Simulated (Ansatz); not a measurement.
Input:

Zr2Cu:
```
Zr2Cu
1.0
   -1.57881     1.57881     5.46144
    1.57881    -1.57881     5.46144
    1.57881     1.57881    -5.46144
Zr Cu
2 1
Cartesian
  0.00000   0.00000   3.79039
  0.00000   0.00000   7.13249
  0.00000   0.00000   0.00000
```

This is the LDA-relaxed structure.

**Question.** All from the program Ansatz at the LDA level (PAW), unless another level is named. Estimate the formation energy from the elements (no fitted shifts).

**Answer.** -12 kJ/mol of atoms.

**Question.** Give the density of states at the Fermi level.

**Answer.** 0.51 states/eV per atom (mean over ±0.08 eV).

Space group I4/mmm (MoSi2 or CaC2 type). The workflow started from a Materials Project entry (that database holds measured and hypothetical structures alike); the Crystallography Open Database files this formula in space group No. 139, but the cells were not matched. Its standing as an ambient phase is unchecked. The LDA relaxation kept the symmetry of its start; whether a distortion lowers the energy is not shown. The run is not spin-polarised. The references are the lowest solids computed at this level, not always the standard phases. Scalar-relativistic: spin–orbit coupling is off unless named, which matters more the heavier the elements.

Potentials: the later of the program's two PAW sets.
